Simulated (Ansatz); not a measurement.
Data sheet: GeS (DFT)

GeS:
```yaml
crystal:
  lattice:
    - [4.63298, 0.00000, 0.00000]
    - [-2.31649, 4.01228, 0.00000]
    - [0.00000, 0.00000, 15.89379]
  atoms:
    - { symbol: Ge, position: [0.00000, 0.00000, 0.01647] }
    - { symbol: Ge, position: [0.00000, 0.00000, 0.51647] }
    - { symbol: Ge, position: [0.66667, 0.33333, 0.84287] }
    - { symbol: Ge, position: [0.33333, 0.66667, 0.34287] }
    - { symbol: Ge, position: [0.66667, 0.33333, 0.18268] }
    - { symbol: Ge, position: [0.33333, 0.66667, 0.68268] }
    - { symbol: S, position: [0.00000, 0.00000, 0.86263] }
    - { symbol: S, position: [0.00000, 0.00000, 0.36263] }
    - { symbol: S, position: [0.66667, 0.33333, 0.68826] }
    - { symbol: S, position: [0.33333, 0.66667, 0.18826] }
    - { symbol: S, position: [0.66667, 0.33333, 0.03080] }
    - { symbol: S, position: [0.33333, 0.66667, 0.53080] }
```

Space group P6_3mc (No. 186); conventional cell a = b = 4.633 Å, c = 15.894 Å, α = β = 90.00°, γ = 120.00°.

Method: PBE (plane waves, PAW; program Ansatz). Structure relaxed to zero pressure with the same functional. Other levels are named where they apply.

Cell and energy:

| Property | Result |
|---|---|
| Volume per atom | 24.62 Å³ |
| Density | 3.53 g/cm³ |
| Formation energy from the elements (no fitted shifts) | -0.11 eV/atom |

Electronic structure:

| Item | Result |
|---|---|
| Band gap | 1.07 eV (indirect) |
| Valence-band maximum | on the M–K line, 72 % of the way from M |
| Conduction-band minimum | off the standard path, at k = (-0.130, 0.245, 0.000) in fractions of the reciprocal vectors |
| Smallest direct gap on the standard path | 1.63 eV |
| Electron effective mass | 0.83, 1.0, 9.4 mₑ (principal values) |
| Hole effective mass | 0.62, 0.62, 0.91 mₑ (principal values) |

Mechanics:

| Quantity | Value |
|---|---|
| Bulk modulus (Birch–Murnaghan fit) | 29.8 GPa |
| Pressure derivative B′ | 3.9 |

The cell is a constructed one: a structure type filled with these elements; neither database checked (COD, Materials Project) lists it. COD files the formula under space group No. 62. Its standing as an ambient phase is unchecked. The PBE relaxation kept the symmetry of its start; whether a distortion lowers the energy is not shown. The references are the lowest solids computed at this level, not always the standard phases. Spin–orbit coupling is left out wherever it is not named.

Potentials: the later of the program's two PAW sets.
